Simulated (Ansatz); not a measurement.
Al$_{2}$O$_{3}$:
```
CELL_PARAMETERS angstrom
      2.37947     1.37379     4.33182
     -2.37947     1.37379     4.33182
      0.00000    -2.74757     4.33182
ATOMIC_POSITIONS crystal
  Al 0.35191 0.35191 0.35191
  Al 0.14809 0.14809 0.14809
  Al 0.64809 0.64809 0.64809
  Al 0.85191 0.85191 0.85191
  O  0.55636 0.94364 0.25000
  O  0.25000 0.55636 0.94364
  O  0.94364 0.25000 0.55636
  O  0.44364 0.05636 0.75000
  O  0.75000 0.44364 0.05636
  O  0.05636 0.75000 0.44364
```

Relaxed with r²SCAN.

Q: Decompose the optical modes at the zone centre into irreducible representations, and say which are infrared and Raman allowed.

A: Point group -3m: Γ_opt = 2A1g + 2A1u + 3A2g + 2A2u + 5Eg + 4Eu. Infrared: A2u, Eu. Raman: A1g, Eg.

Q: Assign frequencies (DFPT, r²SCAN in the plane-wave PAW code Ansatz; without the LO–TO term).

A: A2g 306, Eg 380, Eu 384, A2u 399, A1g 418, Eg 432, Eu 440, Eg 448, A2g 538, Eu 570, Eg 578, A2u 582, A1u 604, Eu 635, A1g 645, A1u 700, Eg 751, A2g 758 cm⁻¹.

Space group R-3c (corundum). Symmetry was held in the r²SCAN relaxation; phonons on a q-mesh show no instability.

Potentials: the later of the program's two PAW sets.
